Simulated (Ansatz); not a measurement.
RuW:
```
CELL_PARAMETERS angstrom
      0.00000     2.56522     2.56522
      2.56522     0.00000     2.56522
      2.56522     2.56522     0.00000
ATOMIC_POSITIONS crystal
  Ru 0.00000 0.00000 0.00000
  W  0.50000 0.50000 0.50000
```

Relaxed with PBE. Special points in fractions of this cell's reciprocal vectors: Γ (0.000, 0.000, 0.000); X (0.500, 0.000, 0.500); U (0.625, 0.250, 0.625); K (0.375, 0.375, 0.750); L (0.500, 0.500, 0.500); W (0.500, 0.250, 0.750).

Problem. List the band energies nearest the Fermi level at these points for the program Ansatz at the PBE level (PAW).

Solution. In eV from the Fermi level; about four levels below and three above (degenerate sets whole), none deeper than 8.9 eV; points with the same levels are listed once.

```csv
k,below,above
Γ,-5.14 -5.14 -4.60 -4.60 -4.60,2.88 2.88 2.88
X,-3.38 -0.99 -0.99 -0.75,1.17 1.17 3.06
U,-3.46 -3.41 -3.05 -1.49,0.34 1.11 1.42
L,-1.55 -1.55 -1.31 -1.31,0.55 0.55 0.88
W,-3.82 -1.64 -1.04 -0.95,1.11 1.36 1.36
```

Space group Fm-3m (rock salt). The start of the workflow was typed in or built on a structure type; neither database checked (COD, Materials Project) lists it. Its standing as an ambient phase is unchecked. The PBE relaxation kept the symmetry of its start; whether a distortion lowers the energy is not shown. No spin polarisation was allowed. The volume moved by 15 % from the start of the relaxation. Its formation energy is positive at this level, so the cell may be metastable or incomplete. Spin–orbit coupling is left out wherever it is not named.

Potentials: the later of the program's two PAW sets.
